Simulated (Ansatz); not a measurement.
Is this Cd₃Cl₂ structure a true minimum?

It was reached by relaxing an invented guess, and it needn't be the stable form of this composition.

The calculation used DFT PBE, scalar-relativistic, plane waves, PAW in Ansatz. Settings: cutoff 420 eV, Γ-centred mesh 6×6×6 on the computed 10-atom cell, Gaussian smearing of 0.02 eV; no spin polarisation.

The cell below (10 atoms, space group F-43m (No. 216)) is relaxed within its symmetry.

```yaml
crystal:
  lattice:
    - [0.00000, 5.42358, 5.42358]
    - [5.42358, 0.00000, 5.42358]
    - [5.42358, 5.42358, 0.00000]
  atoms:
    - { symbol: Cd, position: [0.94693, 0.55307, 0.55307] }
    - { symbol: Cd, position: [0.55307, 0.94693, 0.94693] }
    - { symbol: Cd, position: [0.55307, 0.55307, 0.94693] }
    - { symbol: Cd, position: [0.94693, 0.94693, 0.55307] }
    - { symbol: Cd, position: [0.94693, 0.55307, 0.94693] }
    - { symbol: Cd, position: [0.55307, 0.94693, 0.55307] }
    - { symbol: Cl, position: [0.12780, 0.61661, 0.12780] }
    - { symbol: Cl, position: [0.12780, 0.12780, 0.12780] }
    - { symbol: Cl, position: [0.61661, 0.12780, 0.12780] }
    - { symbol: Cl, position: [0.12780, 0.12780, 0.61661] }
```

For the test it was strained at random (σ = 1.5 % a component), the atoms were moved at random (σ = 0.10 Å), and all was relaxed again on a coarse 2×2×2 mesh (in the run’s order of axes) with 0.10 eV smearing, with no symmetry imposed.

Q: Does it come back?

A: It returns, within 1 meV/atom of the unmoved cell on that mesh and with the same symmetry when read at 0.1 Å (P1 at 0.01 Å, so small strains and shifts remain). So it is stable against the distortions that fit this cell and that this random move excites. Modes that don't fit the cell aren't tested.
